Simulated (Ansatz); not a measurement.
## RbIr, a known structure type with other elements, at an estimated volume

```
CELL_PARAMETERS angstrom
0.00000 5.08031 0.00000
4.40515 -2.54015 0.00000
1.46624 2.54015 -8.29246
ATOMIC_POSITIONS crystal
Rb 0.00000 0.00000 0.00000
Rb 0.00000 0.50000 0.50000
Ir 0.50000 0.75000 0.75000
Ir 0.50000 0.25000 0.25000
```

Method: PBE, no spin polarisation; PAW, plane waves to 420 eV, 7×7×7 Γ-centred mesh, fermi-dirac occupations (width 0.0638 eV) (Ansatz 0.2.0), atoms fixed.

Task: Is it stable against the elements?

Result: 2.48 eV an atom against the elements' usual phases (free molecules for gases, crystals otherwise, with no correction for O₂ or N₂), so at this geometry it isn't bound against them. Relaxing would lower it.

Task: Metal or insulator?

Result: It is a metal, with about 36 states/eV a cell as the mean within 0.25 eV of the Fermi level, mostly Ir d (95 %).

Task: What does the stress say?

Result: The pressure is -0.6 GPa (compression positive), so with the atoms held at these fractions the cell would first shrink.

Task: How is the charge shared?

Result: Bader charges in e: Rb +0.73, Ir -0.73. In the mean Rb gives up most and Ir takes most.

Task: What do density and ELF say about some of the short contacts?

Result: Rb–Ir at 3.59 Å: least valence density 0.07 e/Å³ and ELF 0.06 there. Both are smooth PAW fields, read partly inside the augmentation spheres.

Origin: a known structure type with other elements, at an estimated volume, so it need not be a known compound. Caveats: many states at the Fermi level without spin polarisation, so a magnetic state may lie lower; the Fermi level lies in a narrow band between gaps, which spin or distortion may split.
